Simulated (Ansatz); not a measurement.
W$_{3}$N:
```yaml
crystal:
  lattice:
    - [4.80252, 0.00000, 0.00000]
    - [0.00000, 4.80252, 0.00000]
    - [0.00000, 0.00000, 4.80252]
  atoms:
    - { symbol: W, position: [0.25000, 0.00000, 0.50000] }
    - { symbol: W, position: [0.75000, 0.00000, 0.50000] }
    - { symbol: W, position: [0.00000, 0.50000, 0.25000] }
    - { symbol: W, position: [0.00000, 0.50000, 0.75000] }
    - { symbol: W, position: [0.50000, 0.25000, 0.00000] }
    - { symbol: W, position: [0.50000, 0.75000, 0.00000] }
    - { symbol: N, position: [0.00000, 0.00000, 0.00000] }
    - { symbol: N, position: [0.50000, 0.50000, 0.50000] }
```

Relaxed with r²SCAN.

Q: Map the electron localisation function on the plane through (0.250, 0.000, 0.500) spanned by u = [1, 0, 0] and v = [0, 1, 0] in lattice vectors, from r²SCAN in the plane-wave PAW code Ansatz.

A: x is the fraction of u, y of v (the angle between them is 90°; rows are the nearest grid lines); atoms in the plane: W at (0.00, 0.00), W at (0.50, 0.00), N at (0.25, 0.50).
```
| .#%#===#%#. .#%#===#%#. |
|:=#%*===*%#=:-#%*===*%#-:|
|#%%#=-=-=#%%###*=-=-=*###|
|%%#=::-::=#%%%*=:-=-:=*%%|
|*+-..:-:..-+*+-::=+=::-+*|
|:.. .:::. ..::::=+*+=::::|
|.   .:-:.   .:-=**#**=-:.|
|:..:=+++=:..:-+*******+-:|
|::-+#%@%#+-::=+++++++++=:|
|:-+%@@@@@%+-:-=========-:|
|:=#@@%%%@@#=:---=====---:|
|-+%@%+:+%@%+-:--=====--:-|
|-+%@%+:+%@%+-:--=====--:-|
|:=#@@%%%@@#=:---=====---:|
|:-+%@@@@@%+-:-=========-:|
|::-+#%@%#+-::=+++++++++=:|
|:..:=+++=:..:-+*******+-:|
|.   .:-:.   .:-=**#**=-:.|
|:.. .:::. ..::::=+*+=::::|
|*+-..:-:..-+*+-::=+=::-+*|
|%%#=::-::=#%%%*=:-=-:=*%%|
|#%%#=-=-=#%%###*=-=-=*###|
|:=#%*===*%#=:-#%*===*%#-:|
| .#%#===#%#. .#%#===#%#. |
```
Scale: ten equal steps from 0.045 (start of ' ') to 0.812 (end of '@'), in the order ' .:-=+*#%@'; x runs from 0.000 to 1.00, y from 0.000 (bottom) to 1.00 (top).

The density is the valence pseudo-density with augmentation charge, so density and ELF within about 1 Å of a nucleus are not all-electron values.

Space group Pm-3n (A15 (Cr3Si type)). The start of the workflow was typed in or built on a structure type; neither database checked (COD, Materials Project) lists it. Whether it is the stable phase at ambient conditions was not checked. The cell was relaxed with r²SCAN under the symmetry of its start. At this level the phase is mechanically unstable. The workflow began spin-polarised and lost its moments. Its formation energy is positive at this level, so the cell may be metastable or incomplete. Spin–orbit coupling is left out wherever it is not named.

Potentials: the earlier of the program's two PAW sets.
